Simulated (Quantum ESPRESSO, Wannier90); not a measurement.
Wannier functions of Ni$_{3}$Ge (Cu3Au type)

Structure: Materials Project mp-21008, symmetrised, not relaxed again. Not found in the COD (Crystallography Open Database) copy used; not checked further. Computed values, not measurements, from PBEsol: Quantum ESPRESSO (norm-conserving PseudoDojo potentials, cutoff 79 Ry, no spin polarisation, no spin-orbit coupling) on a Γ-centred 6×6×6 mesh, then Wannier90. Density: 10×10×10 mesh, cold smearing 0.01 Ry. A non-magnetic state is assumed; magnetic ones were not tried. Spin-orbit coupling, left out, would split the p-like bands by a few tenths of an eV.

On the energy scale of pw.x, whose zero is arbitrary, the Fermi level lies at 19.33 eV.

Isolated groups of bands, relative to the Fermi level (bands from 19 on overlap up to the last one computed):

```csv
bands,from (eV),to (eV),filling,weight on atomic waves
1–3,-102.86,-102.83,filled,Ni 3s 98 %
4–12,-63.46,-63.21,filled,Ni 3p 100 %
13–17,-24.69,-24.64,filled,Ge 3d 100 %
18,-12.56,-9.00,filled,"Ge 4s 59 %, Ni 4s 26 %, Ni 3d 7 %"
```

Input w.win:

```
num_bands = 46
num_wann = 31
exclude_bands = 1-17
num_iter = 400
conv_tol = 1.0e-6
conv_window = 4
dis_num_iter = 600
dis_conv_tol = 1.0e-6
dis_froz_max = 1.50
write_hr = true
write_u_matrices = true
begin projections
Ni: s;p;d
Ge: s;p
end projections
begin unit_cell_cart
ang
    3.5303300000    0.0000000000    0.0000000000
    0.0000000000    3.5303300000    0.0000000000
    0.0000000000    0.0000000000    3.5303300000
end unit_cell_cart
begin atoms_frac
Ni   0.5000000000  0.0000000000  0.5000000000
Ni   0.0000000000  0.5000000000  0.5000000000
Ni   0.5000000000  0.5000000000  0.0000000000
Ge   0.0000000000  0.0000000000  0.0000000000
end atoms_frac
mp_grid = 6 6 6
begin kpoints
0.0000000000 0.0000000000 0.0000000000
0.0000000000 0.0000000000 0.1666666667
0.0000000000 0.0000000000 0.3333333333
... (213 more lines: the 6x6x6 mesh through Gamma)
end kpoints
```

The run ends without an error message, but its bands miss those of pw.x by 335 meV rms and 1.44 eV at worst (states up to 1.0 eV relative to the Fermi level).

**Question.** What is the mistake?

**Answer.** Window typed relative to the reference level, not as an absolute energy. With that mended (31 functions from bands 18-63 of the 63 computed, start hydrogen-like Ni: s;p;d; Ge: s;p, frozen window up to 1.50 eV relative to the Fermi level, outer window open) the misfit is 2.1 meV rms.
